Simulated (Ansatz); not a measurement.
ZnS:
```yaml
crystal:
  lattice:
    - [0.00000, 2.72170, 2.72170]
    - [2.72170, 0.00000, 2.72170]
    - [2.72170, 2.72170, 0.00000]
  atoms:
    - { symbol: S, position: [0.75000, 0.75000, 0.75000] }
    - { symbol: Zn, position: [0.00000, 0.00000, 0.00000] }
```

Cartesian axes are those of the cell as given.

Give the high-frequency dielectric tensor and the Born effective charge tensors of the independent atoms from DFPT, DFT-PBE in the program Ansatz with PAW potentials.


ε∞:
```
5.95  0.00  0.00
0.00  5.95  0.00
0.00  0.00  5.95
```
Z* of atom 1 (S), rows: field, columns: displacement, in e:
```
-2.02   0.00   0.00
 0.00  -2.02   0.00
 0.00   0.00  -2.02
```
Z* of atom 2 (Zn), rows: field, columns: displacement, in e:
```
2.02  0.00  0.00
0.00  2.02  0.00
0.00  0.00  2.02
```

Static charges for comparison (Bader): S1 -0.89, Zn2 +0.89 e. Born charges measure polarisation by displacement and can exceed these by far.

Space group F-43m (zinc blende). The cell was relaxed with PBE under the symmetry of its start; phonons on a q-mesh show no instability.

Potentials: the later of the program's two PAW sets.
